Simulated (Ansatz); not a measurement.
The start is a generated cell, TiAu built in the AFLOW prototype AB_hP12_194_af_bf (as in MoC). Cell shape, volume and atoms are optimised at zero target pressure with PBE (plane waves to 420 eV, PAW, scalar-relativistic; Ansatz, a quantum-chemistry and plane-wave program). First-step values are on the input's coarse k-mesh.

Ansatz input (later rounds restart from its end on a renewed k-mesh):
Ansatz 0.2 input:
```yaml
crystal:
  lattice:
    - [3.6381932, 0, 0]
    - [-1.8190966, 3.1507678, 0]
    - [0, 0, 17.6591372]
  atoms:
    - { symbol: Ti, position: [0, 0, 0.25] }
    - { symbol: Ti, position: [0, 0, 0.75] }
    - { symbol: Ti, position: [0.33333333, 0.66666667, 0.583] }
    - { symbol: Ti, position: [0.66666667, 0.33333333, 0.083] }
    - { symbol: Ti, position: [0.66666667, 0.33333333, 0.417] }
    - { symbol: Ti, position: [0.33333333, 0.66666667, 0.917] }
    - { symbol: Au, position: [0, 0, 0] }
    - { symbol: Au, position: [0, 0, 0.5] }
    - { symbol: Au, position: [0.33333333, 0.66666667, 0.166] }
    - { symbol: Au, position: [0.66666667, 0.33333333, 0.666] }
    - { symbol: Au, position: [0.66666667, 0.33333333, 0.834] }
    - { symbol: Au, position: [0.33333333, 0.66666667, 0.334] }
basis: { ecutwfc: 420, ecutrho_ratio: 4, xc_grid: 2, fft_grid_basis: typed }
kpoints: { mp_grid: { grid: [8, 8, 2] } }
hamiltonian:
  xc: pbe
  dispersion: none
  pseudopotentials: { kind: paw }
scf: { occupations: { method: fermi_dirac, width: 0.05 } }
relax: { f_tol: 0.01, max_steps: 100, cell: { stress_tol: 0.02 } }
output: { forces: true, stress: true }
```

| Quantity | Value |
|---|---|
| Initial pressure | +24 GPa (positive: the cell is compressed) |
| Outcome | The space group stays P6₃/mmc (No. 194) (the run could not lower it), with 12 atoms in the primitive cell |
| Volume change | +3.3 %, from 16.87 to 17.43 Å³/atom |
| Band gap at the end | zero (metallic) |
| Optimiser moves | 28 |

Final values are on a 9×9×4 k-mesh of the relaxed cell. No spin polarisation in the result.

The run could not lose the symmetry of its start, so the end can be a saddle point.

The relaxed structure here is a generated cell of TiAu: the first start was made by placing the elements on the sites of a structure type, and the end was not matched to a known phase here, so it may be hypothetical.
